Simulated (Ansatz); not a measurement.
## ScCu (Pm-3m) as a metal

```
CELL_PARAMETERS angstrom
3.20860 0.00000 0.00000
0.00000 3.20860 0.00000
0.00000 0.00000 3.20860
ATOMIC_POSITIONS crystal
Sc 0.50000 0.50000 0.50000
Cu 0.00000 0.00000 0.00000
```

Unless marked otherwise, the numbers come from PBEsol, all-electron LAPW in Ansatz 0.2.0, scalar-relativistic. k mesh 12×12×12, fine mesh 16×16×16, Fermi-Dirac smearing of 0.050 eV, basis error target 1 meV/atom. The cell was relaxed by PAW under this functional, which moved its volume by -4 % from the database entry's.

Levels and slopes are solved on a 16×16×16 mesh, and each state is taken as quadratic over its cell.

(1) What is the density of states at the Fermi level, and which bare Sommerfeld coefficient follows?

(2) What Drude plasma energy and σ/τ do the band velocities give?

(3) Which bands cross the Fermi level, and what do they carry?

(4) Map the plane k₃ = 0 of the mesh: how many bands lie under the Fermi level at each point, counted from the least on the plane?

(5) On PAW files the program sums the optical response inside the mesh cells, interband lines and its own Drude term. Where does ε₁ rise through zero (a sharp plasmon if ε₂ is small there), and how much light is reflected?

(6) What does PAW give for the same cell?

## Answers

(1) N(E_F) = 0.634 states/eV/atom (both spins), so γ = (π²/3) k_B² N(E_F) = 1.49 mJ/(mol-atom K²) without electron-phonon or spin-fluctuation enhancement.

(2) (ħω_p,α)² = (e²/ε₀VN_k) Σ_nkσ (∂E/∂k_α)² δ(E − E_F) gives ħω_p = (5.27, 5.27, 5.27) eV along x, y, z, and σ/τ = ε₀ω_p² = 5.68×10²⁰ Ω⁻¹m⁻¹s⁻¹ along x. Weighted by the density of states, the mean Fermi speed is 0.516×10⁶ m/s; the surface has an area of 16.2 Å⁻² for each spin direction.

(3) 

| band | filled part | N (states/eV/cell) | speed (10⁶ m/s) | 5th to 95th percentile | area (Å⁻²) | filling |
| --- | --- | --- | --- | --- | --- | --- |
| 1 | 0.80 | 0.659 | 0.565 | 0.37 to 0.71 | 9.2 | partly filled |
| 2 | 0.20 | 0.61 | 0.464 | 0.35 to 0.54 | 6.99 | partly filled |

(4) k₁ runs to the right and k₂ upwards, each from −½ to ½ with 0 in the middle (the axes needn't be at right angles):
```
1111111111111111
1111111111111111
1111111111111111
1111000000000111
1111000000000111
1111000000000111
1111000000000111
1111000000000111
1111000000000111
1111000000000111
1111000000000111
1111000000000111
1111111111111111
1111111111111111
1111111111111111
0111111111111111
```

(5) 

- Fine mesh: 16, 16, 16
- Window top: 20 eV
- Line width: 0.2 eV
- Drude damping: 0.2 eV
- ε₁ rises through zero at x: 2.3, 4.24, 12.58 eV
- ε₂ there x: 7.13, 8.19, 0.52
- Plasma energy (x, y, z): 5.257, 5.257, 5.257 eV
- Reflectivity at 1 eV, x-polarised: 0.8621
- Reflectivity at 2 eV, x-polarised: 0.458
- Reflectivity at 3 eV, x-polarised: 0.3389

The plasma energy here is the program's own sum at the run's smearing; it differs from the value above by up to 0 %, through mesh and smearing.

(6) N(E_F) = 0.634 states/eV/atom and ħω_p,x = 5.27 eV.

Known limits: filled d bands lie too high at this level, so their transitions start too early; these sums move with the mesh, by several per cent and more for small sheets; frozen-core PAW files fitted under PBE, their cores solved anew for the functional of the run.
